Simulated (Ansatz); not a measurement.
Consider the following.

PtW:
```xyz
4
Lattice="1.3573 -5.3113 0.0000 1.3573 5.3113 0.0000 0.0000 0.0000 4.3583" Properties=species:S:1:pos:R:3 pbc="T T T"
W      1.3573    -1.8108     1.0896
Pt     1.3573    -4.5430     1.0896
W      1.3573     1.8108     3.2687
Pt     1.3573     4.5430     3.2687
```

This is the PBE-relaxed structure.

Task: All from DFT-PBE in the program Ansatz with PAW potentials, unless another level is named. Predict the formation energy from the elements (no fitted shifts).

Result: -0.17 eV/atom.

Task: Give the density of states at the Fermi level.

Result: 0.57 states/eV per atom (mean over ±0.08 eV).

Space group Cmcm. The start of the workflow was typed in or built on a structure type; neither database checked (COD, Materials Project) lists it. Whether it is the stable phase at ambient conditions was not checked. The PBE relaxation kept the symmetry of its start; its stability against distortions is not shown here. The run is not spin-polarised. The references are the lowest solids computed at this level, not always the standard phases. Spin–orbit coupling is left out wherever it is not named.

Potentials: the earlier of the program's two PAW sets.
